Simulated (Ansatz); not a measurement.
One crystal and one scan (energy over volume and axial ratio) at two levels, r2SCAN (plane waves to 500 eV, PAW, scalar-relativistic; Ansatz, a quantum-chemistry and plane-wave program) and PBE (plane waves to 420 eV, PAW, scalar-relativistic; Ansatz), each from its own relaxed cell and on its own mesh. The cell shown is that of r2SCAN.

KCl (rock salt)

```
KCl
1.0
    0.00000     3.14616     3.14616
    3.14616     0.00000     3.14616
    3.14616     3.14616     0.00000
Cl K
1 1
Direct
  0.00000   0.00000   0.00000
  0.50000   0.50000   0.50000
```

Two coordinates are scanned: the volume, and the ratio of the stretch along z (the conventional c axis) to the stretch across it. Atoms keep their fractional coordinates.

E stands for the smeared free energy. KCl was relaxed with its symmetry unable to fall. Percentages come from the unrounded values. Both scans cover V/V₀ from 0.920 to 1.080 and (c/a)/(c/a)₀ from 0.880 to 1.120.

Results of r2SCAN:

Lattice constant a (Å): 6.292
Shear modulus C′ = (C11 − C12)/2 (fit, atoms clamped) (GPa): 20

Task: Estimate the PBE values.

Result: 
| quantity | PBE | r2SCAN − PBE |
|---|---|---|
| Lattice constant a (Å) | 6.381 | -0.089 (-1.4 %) |
| Shear modulus C′ = (C11 − C12)/2 (fit, atoms clamped) (GPa) | 15 | +5 |

r2SCAN gives the higher value for: shear modulus C′. r2SCAN gives the lower value for: lattice constant a. Neither level is exact: the differences show how much the result hangs on the functional.

(A scan under strain: stresses follow from slopes of the energy per volume, elastic moduli from its curvatures.)
